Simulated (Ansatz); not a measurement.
TaC (rock salt)

```yaml
crystal:
  lattice:
    - [0.00000, 2.23792, 2.23792]
    - [2.23792, 0.00000, 2.23792]
    - [2.23792, 2.23792, 0.00000]
  atoms:
    - { symbol: C, position: [0.00000, 0.00000, 0.00000] }
    - { symbol: Ta, position: [0.50000, 0.50000, 0.50000] }
```

The slice is a {110} plane (indices of the conventional cell) through the point (0.000, 0.000, 0.000) (fractional), spanned by u = [100] and v = [1 -1 -1] in vectors of this cell: u (3.16 Å) and v (4.48 Å, at 90° to u). It covers one period; positions are fractions (u, v).

Calculation: PBE (plane waves to 420 eV, PAW, scalar-relativistic; Ansatz, an electronic-structure program). k mesh 18×18×18. Inside the PAW spheres the values are not all-electron values, and peaks at nuclei hang on which shells count as valence. Spin-orbit coupling is left out, though Ta is heavy. TaC is run without spin polarisation. TaC was relaxed with its symmetry unable to fall.

### Question
What is the valence density on the shortest C–Ta line in this plane (2.24 Å), at its minimum between the atoms?

### Answer
0.54 e/Å³.

### Question
What is the ELF at the density minimum of the shortest C–Ta line in this plane (2.24 Å)?

### Answer
0.3.

### Question
Sketch the electron localisation function (ELF) on this plane as a map.

### Answer
```
v \ u  0.00  0.14  0.29  0.43  0.57  0.71  0.86
-----  ----  ----  ----  ----  ----  ----  ----
0.90   0.60  0.77  0.67  0.30  0.30  0.67  0.77
0.80   0.62  0.58  0.42  0.21  0.21  0.42  0.58
0.70   0.35  0.21  0.13  0.17  0.17  0.13  0.22
0.60   0.64  0.74  0.21  0.20  0.20  0.21  0.74
0.50      x  0.66  0.38  0.21  0.21  0.38  0.66
0.40   0.64  0.74  0.21  0.20  0.20  0.21  0.74
0.30   0.35  0.22  0.13  0.17  0.17  0.13  0.21
0.20   0.62  0.58  0.42  0.21  0.21  0.42  0.58
0.10   0.60  0.77  0.67  0.30  0.30  0.67  0.77
0.00      x  0.60  0.73  0.34  0.34  0.73  0.60
```

Values: electron localisation function (ELF). Points within 0.4 Å of a nucleus are blanked (x), as the pseudised field means little there.
